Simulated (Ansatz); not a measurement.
An elastic tensor (GPa, Voigt order, standard axes) from PBEsol in the plane-wave PAW code Ansatz:

```
     1    2    3    4    5    6
-  ---  ---  ---  ---  ---  ---
1  546  152  136  0.0  0.0  0.0
2  152  546  136  0.0  0.0  0.0
3  136  136  570  0.0  0.0  0.0
4  0.0  0.0  0.0  135  0.0  0.0
5  0.0  0.0  0.0  0.0  135  0.0
6  0.0  0.0  0.0  0.0  0.0  197
```

**Question.** Which compound is it?
A) HfN, NiAs type
B) Ge3N4, P6_3/m (Ge on 6h, N on 2c, N on 6h)
C) Ti2BiN, P6_3/mmc (Ti on 4f, Bi on 2c, N on 2a)
D) CuSn, NiAs type

**Answer.** A, HfN, NiAs type

The workflow started from a Materials Project entry (that database holds measured and hypothetical structures alike); the Crystallography Open Database copy checked does not list it. It is not the phase usual at ambient conditions (space group No. 225). The PBEsol relaxation kept the symmetry of its start; whether a distortion lowers the energy is not shown. No spin polarisation was allowed. As this level gives no gap, shear constants depend on the k-mesh and smearing (Fermi–Dirac, 0.1 eV here). Scalar-relativistic: spin–orbit coupling is off unless named, which matters more the heavier the elements.

Potentials: the later of the program's two PAW sets.
